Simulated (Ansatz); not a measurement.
A trial cell of CsZnRuC₆N₆, before relaxation:

```cif
data_structure
_symmetry_space_group_name_H-M 'F-43m'
_symmetry_Int_Tables_number 216
_cell_length_a 10.1440
_cell_length_b 10.1440
_cell_length_c 10.1440
_cell_angle_alpha 90.000
_cell_angle_beta 90.000
_cell_angle_gamma 90.000
_cell_volume 1043.83
loop_
_atom_site_label
_atom_site_type_symbol
_atom_site_symmetry_multiplicity
_atom_site_Wyckoff_symbol
_atom_site_fract_x
_atom_site_fract_y
_atom_site_fract_z
_atom_site_occupancy
Cs1 Cs 4 c 0.25000 0.25000 0.25000 1
Zn1 Zn 4 a 0.00000 0.00000 0.00000 1
Ru1 Ru 4 b 0.50000 0.00000 0.00000 1
C1 C 24 f 0.18898 0.00000 0.00000 1
N1 N 24 f 0.30432 0.00000 0.00000 1
```

These are results of DFT PBE, scalar-relativistic, plane waves, PAW in Ansatz, not measurements. Cutoff 420 eV, Gaussian smearing, Γ-centred meshes. Cell and atoms relax first on a coarse mesh and then on a finer one. In between, the cell is made exact in the group found at 0.06 Å. In metals the finer mesh still leaves noise of several meV/atom or more. The steps can't lower the symmetry of their start. Collinear spin, starting moments Ru 1.0 μB.

A guess keeps its type if space group and coordination stay and the shape of the cell changes little (axis ratios within about 15 %, angles within 6°); the volume may change.

Problem. Does this structure survive the relaxation?

Solution. It keeps its type. The symmetry stays F-43m (No. 216). The volume per atom grows by 21.0 %, from 17.4 to 21.0 Å³. The shortest distance stays 1.17 Å (C–N). Counting neighbours within 15 % of an atom's shortest distance, the start has C 1, Cs 24, N 1, Ru 6, Zn 6 and the end C 1, Cs 24, N 1, Ru 6, Zn 6.

The last run used collinear spin, a 6×6×6 mesh for its 15-atom cell and Gaussian smearing of 0.10 eV. Another magnetic order may lie lower. A structure relaxed within its symmetry needn't be a true minimum.
